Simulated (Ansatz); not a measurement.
# Data sheet: CoPtO2 (DFT)

CoPtO$_{2}$:
```xyz
4
Lattice="1.4045 0.8109 5.9042 -1.4045 0.8109 5.9042 0.0000 -1.6217 5.9042" Properties=species:S:1:pos:R:3 pbc="T T T"
Co     0.0000     0.0000     8.8562
Pt     0.0000     0.0000     0.0000
O      0.0000     0.0000     1.9879
O      0.0000     0.0000    15.7246
```

Space group R-3m (No. 166); conventional cell a = b = 2.809 Å, c = 17.712 Å, α = β = 90.00°, γ = 120.00°.

Method: the program Ansatz at the PBEsol level (PAW). Geometry: relaxed at this level of theory. Other levels are named where they apply.

### Cell and energy

```yaml
volume_per_atom: 10.09 Å³
density: 11.77 g/cm³
Formation energy from the elements (no fitted shifts): -0.88 eV/atom
```

### Electronic structure

```yaml
electronic_character: metallic (no gap)
Density of states at the Fermi level: 0.12 states/eV per atom (mean over ±0.08 eV)
Gap with spin–orbit coupling: none (metallic)
```

### Mechanics

```yaml
Bulk modulus (Birch–Murnaghan fit): 259 GPa
Pressure derivative B′: 4.9
Elastic constants (relaxed ions, GPa): C11 = 384, C12 = 168, C13 = 176, C14 = -9.3, C33 = 660, C44 = 83.3
mechanical_stability: stable (all eigenvalues of C positive)
hill_bulk_and_shear_moduli: 267 and 109 GPa
Young's modulus: 289 GPa
Poisson's ratio: 0.32
debye_temperature_from_the_elastic_constants: 470 K
```

### Phonons

```yaml
highest_zone_centre_frequency: 706 cm⁻¹
zone_centre_stability: no imaginary mode at Γ
```

Symmetry was held in the PBEsol relaxation. No spin polarisation was allowed. No Hubbard U is applied. Without spin polarisation and U, an open-shell compound can come out a false metal. As this level gives no gap, shear constants depend on the k-mesh and smearing (Fermi–Dirac, 0.1 eV here). As this level gives no gap, phonon frequencies hold no LO–TO term and depend on the k-mesh and smearing (Fermi–Dirac, 0.1 eV here). The references are the lowest solids computed at this level, not always the standard phases (solids in place of the gases). Scalar-relativistic: spin–orbit coupling is off unless named, which matters more the heavier the elements.

Potentials: the later of the program's two PAW sets.
